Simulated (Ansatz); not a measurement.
**SiSn, first-principles data**

SiSn:
```yaml
crystal:
  lattice:
    - [3.49625, 0.00000, 0.00000]
    - [0.00000, 3.49625, 0.00000]
    - [0.00000, 0.00000, 3.49625]
  atoms:
    - { symbol: Sn, position: [0.00000, 0.00000, 0.00000] }
    - { symbol: Si, position: [0.50000, 0.50000, 0.50000] }
```

Space group Pm-3m (No. 221), CsCl type; conventional cell a = b = c = 3.4962 Å, α = β = γ = 90.00°.

Method: the program Ansatz at the PBE level (PAW). The cell and atoms are relaxed at this level. Other levels are named where they apply.

### Cell and energy

| Quantity | Result |
|---|---|
| Volume per atom | 21.37 Å³ |
| Density | 5.70 g/cm³ |
| Formation energy from the elements (no fitted shifts) | 0.47 eV/atom |

### Electronic structure

| Item | Value |
|---|---|
| Electronic character | metallic (no gap) |
| Density of states at the Fermi level | 0.56 states/eV per atom (mean over ±0.08 eV) |
| Gap with spin–orbit coupling | none (metallic) |

### Mechanics

| Item | Result |
|---|---|
| Bulk modulus (Birch–Murnaghan fit) | 62.2 GPa |
| Pressure derivative B′ | 4.8 |
| Elastic constants (relaxed ions, GPa) | C11 = 52.1, C12 = 66.9, C44 = 13.2 |
| Mechanical stability | unstable (C has a negative eigenvalue) |

### Phonons

| Property | Value |
|---|---|
| Highest zone-centre frequency | 4.01 THz |
| Zone-centre stability | no imaginary mode at Γ |

### Charges

| Item | Result |
|---|---|
| Bader charges | Sn +0.27, Si -0.27 e |

A made-up cell: these elements were put on the sites of a structure type; neither database checked (COD, Materials Project) lists it. Its standing as an ambient phase is unchecked. The cell was relaxed with PBE under the symmetry of its start. As this level gives no gap, shear constants depend on the k-mesh and smearing (Fermi–Dirac, 0.1 eV here). As this level gives no gap, phonon frequencies hold no LO–TO term and depend on the k-mesh and smearing (Fermi–Dirac, 0.1 eV here). The references are the lowest solids computed at this level, not always the standard phases. Spin–orbit coupling is left out wherever it is not named.

Potentials: the later of the program's two PAW sets.
